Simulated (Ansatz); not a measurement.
Lu (hcp, Mg type)

```
Lu
1.0
    3.50707     0.00000     0.00000
   -1.75353     3.03721     0.00000
    0.00000     0.00000     5.46215
Lu
2
Direct
  0.33333   0.66667   0.75000
  0.66667   0.33333   0.25000
```

The slice is a (0001) plane (indices of the conventional cell) through the point (0.333, 0.667, 0.750) (fractional), spanned by u = [110] and v = [1 -1 0] in vectors of this cell: u (3.51 Å) and v (6.07 Å, at 90° to u). It covers one period; positions are fractions (u, v).

All values below come from PBE (plane waves to 420 eV, PAW, scalar-relativistic; Ansatz, a first-principles code). k mesh 15×15×9. These are valence fields of a PAW run, semicore shells included where kept as valence: close to a nucleus they are smooth pseudo fields. Lu is run without spin polarisation. Lu was relaxed with its symmetry unable to fall. The PAW data are Ansatz's earlier set.

Three fields on this plane, each scaled to ten steps between its own extremes (0 low, 9 high; the total valence density on a logarithmic scale, the potential cut 8 eV below its top; x marks points blanked near nuclei; v = 0 in the bottom row):

Map A
```
|xxxxx0367630xxxx|
|xxxxx0478740xxxx|
|xxxx026898620xxx|
|xxx00579997500xx|
|0001478999874100|
|2245678999876542|
|6667777777777766|
|8887654323456788|
|9986410000014689|
|987400xxxxx00478|
|87510xxxxxxx0157|
|8740xxxxxxxxx047|
|7630xxxxxxxxx036|
|7620xxxxxxxxx026|
|7630xxxxxxxxx036|
|8740xxxxxxxxx047|
|98620xxxxxxx0268|
|997500xxxxx00579|
|9987410000014789|
|9987654222456789|
|7777776666677777|
|2345678888876543|
|0001468999864100|
|xxx00478987400xx|
|xxxx015787510xxx|
|xxxxx0478740xxxx|
|xxxxx0367630xxxx|
|xxxxx0267620xxxx|
```

Map B
```
|xxxxx8421248xxxx|
|xxxxx7322237xxxx|
|xxxx953222359xxx|
|xxx95322222359xx|
|9874322222223478|
|3322122222221223|
|1111112222211111|
|0000123444321000|
|0001247999742100|
|000259xxxxx95200|
|00149xxxxxxx9410|
|0026xxxxxxxxx620|
|0138xxxxxxxxx831|
|1139xxxxxxxxx931|
|1248xxxxxxxxx842|
|2237xxxxxxxxx732|
|22359xxxxxxx9532|
|222359xxxxx95322|
|2222347898743222|
|2222122333221222|
|2221111111111122|
|4432100000001234|
|9974210000012479|
|xxx95200000259xx|
|xxxx941000149xxx|
|xxxxx6200026xxxx|
|xxxxx8310138xxxx|
|xxxxx9311139xxxx|
```

Map C
```
|xxxxx1024201xxxx|
|xxxxx0146410xxxx|
|xxxx102686201xxx|
|xxx10148984101xx|
|1100036999630001|
|0000246777642000|
|0012233333332210|
|2222110000011222|
|4321000111000123|
|431001xxxxx10013|
|32001xxxxxxx1002|
|2100xxxxxxxxx001|
|2101xxxxxxxxx101|
|2101xxxxxxxxx101|
|4201xxxxxxxxx102|
|6410xxxxxxxxx014|
|86201xxxxxxx1026|
|984101xxxxx10148|
|9963000111000369|
|7764200000002467|
|3333221000122333|
|0001122222221100|
|1100012343210001|
|xxx10013431001xx|
|xxxx100232001xxx|
|xxxxx0012100xxxx|
|xxxxx1012101xxxx|
|xxxxx1012101xxxx|
```

Q: Assign the maps to these fields: electron localisation function (ELF); valence electron density; electrostatic potential energy of an electron, from the cell's mean.

A: A is the electrostatic potential energy of an electron, from the cell's mean; B is the valence electron density; C is the electron localisation function (ELF).
